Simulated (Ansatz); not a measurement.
W3N:
```xyz
8
Lattice="4.8025 0.0000 0.0000 0.0000 4.8025 0.0000 0.0000 0.0000 4.8025" Properties=species:S:1:pos:R:3 pbc="T T T"
W      1.2006     0.0000     2.4013
W      3.6019     0.0000     2.4013
W      0.0000     2.4013     1.2006
W      0.0000     2.4013     3.6019
W      2.4013     1.2006     0.0000
W      2.4013     3.6019     0.0000
N      0.0000     0.0000     0.0000
N      2.4013     2.4013     2.4013
```

Relaxed with r²SCAN. Special points in fractions of this cell's reciprocal vectors: Γ (0.000, 0.000, 0.000); X (0.000, 0.500, 0.000); M (0.500, 0.500, 0.000); R (0.500, 0.500, 0.500).

Q: List the band energies nearest the Fermi level at these points for the program Ansatz at the r²SCAN level (PAW).

A: In eV from the Fermi level; about four levels below and three above (degenerate sets whole), none deeper than 8.9 eV; points with the same levels are listed once.

```tsv
k	below	above
Γ	-2.27 -2.27 -2.27 -1.79 -1.79	0.34 1.26 1.26 1.26
X	-2.60 -2.60 -0.58 -0.58	0.51 0.51 1.39 1.39
M	-0.49 -0.49 -0.46 -0.23	0.00 0.17 0.17
R	-1.30 -1.30 -1.30 -1.30	0.73 0.73 1.02 1.02 1.02 1.02 1.02 1.02
```

Space group Pm-3n (A15 (Cr3Si type)). The start of the workflow was typed in or built on a structure type; neither database checked (COD, Materials Project) lists it. Its standing as an ambient phase is unchecked. The cell was relaxed with r²SCAN under the symmetry of its start. At this level the phase is mechanically unstable. The workflow began spin-polarised and lost its moments. Its formation energy is positive at this level, so the cell may be metastable or incomplete. Scalar-relativistic: spin–orbit coupling is off unless named, which matters more the heavier the elements.

Potentials: the earlier of the program's two PAW sets.
